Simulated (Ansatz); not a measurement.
Below is a relaxed structure of TiGaC4N4. The cell was found from a structure generator's guess, not taken from experiment.

These are results of DFT PBE, scalar-relativistic, plane waves, PAW (Ansatz), not measurements. Cutoff 420 eV, Γ-centred mesh, Gaussian smearing, collinear spin.

```xyz
10
Lattice="5.9696 0.0000 0.0000 0.0000 5.9696 0.0000 0.0000 0.0000 5.9696" Properties=species:S:1:pos:R:3 pbc="T T T"
Ti    2.9848    2.9848    2.9848
Ga    0.0000    0.0000    0.0000
C     1.1343    1.1343    1.1343
C     1.1343    4.8353    4.8353
C     4.8353    1.1343    4.8353
C     4.8353    4.8353    1.1343
N     1.8155    1.8155    1.8155
N     1.8155    4.1541    4.1541
N     4.1541    1.8155    4.1541
N     4.1541    4.1541    1.8155
```

Energies over the elements count from the elements' standard structures at the same level (N₂ as a molecule), with no fitted energy shifts.

Q: What space group does it have?

A: P-43m (No. 215). Conventional cell: a = 5.970 Å. Ti has 4 N at 2.03 Å; around Ga lie 4 C at 1.96 Å; around C lie 1 N at 1.18 Å and 1 Ga at 1.96 Å; N is surrounded by 1 C at 1.18 Å and 1 Ti at 2.03 Å.

Q: How far does it lie from the elements in energy?

A: +0.29 eV/atom. A positive value: parting into the elements would lower its energy.

Q: Is it a metal?

A: Yes, bands cross the Fermi level on the 6×6×6 mesh.

Q: Which magnetic moments does it keep?

A: 0.29 μB per atom net, the space between the atoms included; by site: Ti 1.0 μB.

Q: From what recipe could a structure generator have reached it?

A: One such recipe: two interpenetrating cyanide-bridged diamond nets (P-43m, No. 215). Other recipes can lead to the same cell.

The last run used collinear spin, a 6×6×6 mesh for its 10-atom cell and Gaussian smearing of 0.10 eV. The reference form of C is held partly by dispersion forces, which this level lacks. The magnetic state reached may not be the lowest. Symmetry constrained the relaxation, so the result can be a saddle point.
